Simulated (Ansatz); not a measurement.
## TiTe₂: from a starting cell to a relaxed one

The start is a generated cell, TiTe2 placed in the cotunnite structure type. The cell and all atomic positions are relaxed at zero pressure with PBE (plane waves to 420 eV, PAW, scalar-relativistic; Ansatz, an electronic-structure program). The first steps use a coarse 3×5×3 k-mesh.

Starting cell:
```
CELL_PARAMETERS angstrom
      7.26984     0.00000     0.00000
      0.00000     4.32561     0.00000
      0.00000     0.00000     8.62910
ATOMIC_POSITIONS crystal
  Ti 0.73770 0.25000 0.59590
  Ti 0.23770 0.25000 0.90410
  Ti 0.26230 0.75000 0.40410
  Ti 0.76230 0.75000 0.09590
  Te 0.62500 0.25000 0.92170
  Te 0.12500 0.25000 0.57830
  Te 0.37500 0.75000 0.07830
  Te 0.87500 0.75000 0.42170
  Te 0.52020 0.25000 0.33700
  Te 0.02020 0.25000 0.16300
  Te 0.47980 0.75000 0.66300
  Te 0.97980 0.75000 0.83700
```

### Question
What pressure does the first self-consistent step give?

### Answer
+8.5 GPa (positive: the cell is compressed).

### Question
By how much does the energy per atom fall from start to end?

### Answer
0.14 eV/atom.

### Question
How does the volume per atom move from start to end?

### Answer
+5.7 %, from 22.61 to 23.90 Å³/atom.

### Question
Is the relaxed structure metallic? Give its gap.

### Answer
No clear gap: the sampled points leave 0.05 eV away from the symmetry points, which may be a band crossing missed between them.

The space group stays Pnma (No. 62) (the run could not lower it); the end is AFLOW prototype A2B_oP12_62_2c_c (C23, as in PbCl2), with 12 atoms in the primitive cell. Final values are on a 5×10×4 k-mesh of the relaxed cell. No spin polarisation in the result. Spin-orbit coupling is missing; with elements this heavy it can move band edges by tenths of an eV or more.

The run could not lose the symmetry of its start, so the end can be a saddle point.

The relaxed structure here is a generated cell of TiTe2: the first start was made by placing the elements on the sites of a structure type, and the end was not matched to a known phase here, so it may be hypothetical. Known forms of TiTe2 include space group No. 164.
